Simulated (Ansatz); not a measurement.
Ansatz (a program for electronic structure) input:

Ansatz 0.2 input:
```yaml
crystal:
  lattice:
    - [4.093080893, 0.0, 0.0]
    - [0.0, 4.093080893, 0.0]
    - [0.0, 0.0, 4.093080893]
  atoms:
    - { symbol: Pt, position: [0.0, 0.5, 0.5] }
    - { symbol: Pt, position: [0.5, 0.0, 0.5] }
    - { symbol: Pt, position: [0.5, 0.5, 0.0] }
    - { symbol: Pb, position: [0.0, 0.0, 0.0] }
kpoints:
  mp_grid: { grid: [10, 10, 10] }
hamiltonian:
  xc: r2scan
  pseudopotentials: { kind: paw }
scf:
  occupations: { method: gaussian, width: 0.1 }
checkpoint: { read: metal.run }
output: { write_density: true, elf: true, volumetric_format: npy }
basis: { fft_grid_basis: typed }
```

Output (shortened):

```
Pseudopotential: Pt, paw, valence charge 18
Pseudopotential: Pb, paw, valence charge 14
Functional definition: r2SCAN
Crystal: 4 atoms, lattice volume = 68.573 Å³
Basis set: ecut = 500 eV, 1743 PW (Γ), exchange–correlation on 120×120×120 points (64 copies of the dense FFT grid, shifted against one another)
Bands: 41, of which v1, the nominal top of the filled ones, is band 34 counted from 1 (33 counted from 0)
Symmetry: 48 space group operations
Space group: Pm-3m (ITA 221), of the structure as read, at distance tolerance 4.1e-5 Å
k-points: 56 of 1000
Stability of the state it starts from, as read at its close in the unpolarized treatment …
iter 1 solved again at ethr=4.96e-8 eV; its pass at ethr=3.10e-3 eV (dr2=3.37e-5 eV) is discarded
SCF iter   1: F=—  HF=-49531.694302 eV  |F-HF|=—  |Δ(HF+E_count)|=         —  Δρ=8.34e-7  dr2=3.60e-10  dr2_τ=1.25e-10  ethr=4.96e-8  ⟨swp⟩=4.0  Hψ=15426  notcnv=0
preconditioner: auto → Resta (q_TF=auto, 2.724 Å⁻¹)
SCF iter   2: F=-49531.694302 eV  HF=-49531.694302 eV  |F-HF|=2.26e-10  |Δ(HF+E_count)|=   4.11e-8  Δρ=6.16e-7  dr2=2.85e-10  dr2_τ=1.50e-10  ethr=1.00e-12  ⟨swp⟩=7.7  Hψ=9696  notcnv=0
SCF 1 converged in 2 iterations: F = -49531.694302 eV  dr2 = 2.85e-10
SCF converged after 2 iterations
Free energy (F): -49531.694302 eV
Harris-Foulkes:  -49531.694302 eV  (|F-HF|=2.26e-10)
Internal energy: -49531.688262 eV  (E = F + TS)
E sigma→0 (E₀):  -49531.691282 eV
Entropy (-TS):   -0.006040 eV (-1.510 meV/atom)
Fermi energy:    20.320352 eV
--- Per-component energies (eV) ---
  E_band       = -498.350691
  E_kinetic    = 2210.565721
  E_local      = -5648.689553  (includes V_loc(G=0)·N_el)
  E_nonlocal   = 961.920830
  E_hartree    = 2154.522581
  E_xc         = -957.316837
  E_vxc        = -1156.477514  (∫ρ·V_xc dr)
  E_paw        = -38882.370181  (= ΣΔE_a)
  E_vpaw       = -1250.045471  (= ΣTr[D̂ρ^β])
  E_aug_tail   = 0.000474  (compensation charges beyond the density's cutoff)
  E_vtau       = 75.330976  (kinetic-family band-sum trace: ∫τ·v_τ [+ j·A + Jᵃ·Aᵃ] dr)
  E_ewald      = -9370.592315
  E_core_change = 0.271019  (= ΣΔE_core)
  E_smearing   = -0.006040  (= −TS)
  E_closure    =  0.000000  (closes the sum)
  Σ components = -49531.694302   (vs F -49531.694302, Δ=0.00e0)
  [band-id]    e_kinetic+e_local+e_nonlocal+2·e_hartree+e_vxc+e_vpaw+e_augmentation_tail+e_vtau = -498.349375   (vs E_band -498.350691, Δ=1.32e-3)
--- Band table (eV; the first three rows and the last of 56) ---
  k-point 0: bands = ["-79.8839", "-79.8635", "-79.8635", "-33.6477", "-33.6477", "-33.6477", "-33.5319", "-33.5319", "-33.5319", "-33.4228", "-33.4228", "-33.4228", "2.3459", "2.3459", "2.3932", "2.3932", "2.3932", "7.8494", "13.5306", "15.0887", "15.0887", …
  k-point 1: bands = ["-79.8835", "-79.8639", "-79.8635", "-33.6447", "-33.6447", "-33.6429", "-33.5327", "-33.5327", "-33.5321", "-33.4282", "-33.4251", "-33.4251", "2.3500", "2.3559", "2.3940", "2.3968", "2.3968", "7.9562", "13.5960", "15.0446", "15.1080", …
  k-point 2: bands = ["-79.8822", "-79.8652", "-79.8635", "-33.6363", "-33.6363", "-33.6287", "-33.5352", "-33.5352", "-33.5326", "-33.4438", "-33.4312", "-33.4312", "2.3607", "2.3820", "2.3963", "2.4064", "2.4064", "8.2687", "13.7227", "14.7144", "15.1613", …
  k-point 55: bands = ["-79.8703", "-79.8703", "-79.8703", "-33.6905", "-33.6424", "-33.6424", "-33.6424", "-33.4558", "-33.4558", "-33.4558", "-33.4176", "-33.4176", "2.3472", "2.3472", "2.3472", "2.4946", "2.4946", "9.9495", "14.4327", "14.4327", "14.4327", …
```

Cost: very roughly 14 core-seconds on shared cores.

The workflow started from an entry of the Crystallography Open Database (COD). Its standing as an ambient phase is unchecked. The cell was relaxed with r²SCAN under the symmetry of its start; its stability against distortions is not shown here. No spin polarisation was allowed. Scalar-relativistic: spin–orbit coupling is off unless named, which matters more the heavier the elements.

Potentials: the later of the program's two PAW sets.

Ansatz is a plane-wave DFT program.
